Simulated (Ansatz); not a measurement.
The elements of this relaxed trial crystal are hidden behind letters.

```
lattice vectors (Å)
   3.3284    0.0000    0.0000
   0.0000    3.3284    0.0000
   0.0000    0.0000    5.2927
fractional positions
X 0.0000 0.0000 0.0000
Z 0.0000 0.0000 0.5000
```

Method: Ansatz 0.2.0, DFT PBE, scalar-relativistic, plane waves, PAW. Settings of the last relaxation (2-atom cell): 420 eV, 16×16×10 k points, Gaussian smearing of 0.10 eV, no spin polarisation.

| Quantity | Value |
| --- | --- |
| Space group | P4/mmm (No. 123) |
| Conventional cell | a = 3.328 Å, c = 5.293 Å |
| Volume per atom | 29.32 Å³ |
| Density | 4.37 g/cm³ |
| Formation energy | −0.47 eV/atom |
| Gap on the 16×16×10 mesh of the 2-atom cell | 0 eV (a metal) |

Energies are uncorrected and count from the elements' standard states at the same level.

Q: X is a p-block element of period 5 and Z is a p-block element of period 3. Which elements are they?

A: X = Sn, Z = Cl, so the formula is SnCl. Density times volume gives a mean mass of 4.37 × 29.32/1.6605 = 77.2 u per atom, and this set has 77.1 u. Sn is surrounded by 2 Cl at 2.65 Å and 4 Sn at 3.33 Å; Cl has 2 Sn at 2.65 Å and 4 Cl at 3.33 Å. Other sets within the hints have nearly the same mass, so mass alone doesn't settle it; this one was computed.

The end has P4mm (No. 99) at a tolerance of 0.01 Å; the cell shown is made exact in the group found at 0.05 Å. An odd number of electrons in the primitive cell allows no gap without spin; a larger cell or a magnetic state could open one. Symmetry constrained the relaxation, so the result can be a saddle point. Another cell of SnCl relaxed alike, in P4/nmm, lies 121 meV/atom lower, so this cell isn't the stable form at this level.
